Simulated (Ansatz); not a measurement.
Ta$_{2}$N in space group P4/nmm (No. 129; Ta on 2a, Ta on 2c, N on 2c) under volume change, PBE (plane waves, PAW; program Ansatz), shape and atoms relaxed at each volume.

```json
[
 {"V (Å³/atom)": "12.618", "E − E(relaxed) (meV/atom)": "85.4", "P (GPa)": "23.82"},
 {"V (Å³/atom)": "13.033", "E − E(relaxed) (meV/atom)": "35.8", "P (GPa)": "14.56"},
 {"V (Å³/atom)": "13.449", "E − E(relaxed) (meV/atom)": "8.5", "P (GPa)": "6.73"},
 {"V (Å³/atom)": "13.865", "E − E(relaxed) (meV/atom)": "0.0", "P (GPa)": "0.00"},
 {"V (Å³/atom)": "14.281", "E − E(relaxed) (meV/atom)": "7.8", "P (GPa)": "-5.84"},
 {"V (Å³/atom)": "14.697", "E − E(relaxed) (meV/atom)": "29.6", "P (GPa)": "-10.84"},
 {"V (Å³/atom)": "15.113", "E − E(relaxed) (meV/atom)": "63.3", "P (GPa)": "-14.74"}
]
```

Question: What does a third-order Birch–Murnaghan fit give for V₀, B₀ and B′?

Answer: V₀ = 13.86 Å³/atom, B₀ = 207 GPa, B′ = 4.3.

The cell is a constructed one: a structure type filled with these elements; neither database checked (COD, Materials Project) lists it. Whether it is the stable phase at ambient conditions was not checked. The cell was relaxed with PBE under the symmetry of its start; whether a distortion lowers the energy is not shown. No spin polarisation was allowed. Spin–orbit coupling is left out wherever it is not named.

Potentials: the later of the program's two PAW sets.
